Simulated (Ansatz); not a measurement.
**Cu$_{2}$SnHgS$_{4}$, a database entry at a rescaled volume**

```
CELL_PARAMETERS angstrom
-2.75611 2.75611 5.36423
2.75611 -2.75611 5.36423
2.75611 2.75611 -5.36423
ATOMIC_POSITIONS crystal
Hg 0.00000 0.00000 0.00000
Sn 0.50000 0.50000 0.00000
Cu 0.25000 0.75000 0.50000
Cu 0.75000 0.25000 0.50000
S 0.60342 0.60342 0.48040
S 0.39658 0.87698 0.00000
S 0.12302 0.12302 0.51960
S 0.87698 0.39658 0.00000
```

Single point in Ansatz 0.2.0 with r2SCAN, with U_eff = 5.26 eV on Cu d (atomic projectors), no spin polarisation. Cutoff 500 eV, PAW datasets, 7×7×7 Γ-centred k mesh, fermi-dirac filling (width 0.0128 eV).

(1) Where is the largest force?

(2) Metal or insulator? Give the gap.

(3) How is the charge shared?

(4) Describe some of the short contacts.

Origin: a database entry at a rescaled volume. Caveats: no spin-orbit coupling, which can shift this gap by tenths of an eV.

## Answers

(1) The largest is on S5 (and as large on other atoms): 0.43 eV/Å, components (0.05, 0.05, -0.42). It makes 58° with the line to a nearest neighbour, Cu3 at 2.30 Å.

(2) The gap is 0.64 eV, direct at the points sampled.

(3) Bader charges in e: Cu +0.48, Sn +1.60, Hg +0.58, S -0.79. In the mean Sn gives up most and S takes most.

(4) Cu–S at 2.30 Å: least valence density 0.49 e/Å³ and ELF 0.20 there. Sn–S at 2.38 Å: least valence density 0.61 e/Å³ and ELF 0.49 there. Hg–S at 2.50 Å: least valence density 0.50 e/Å³ and ELF 0.30 there. These are pseudo-fields; inside the PAW spheres they differ from the all-electron ones.
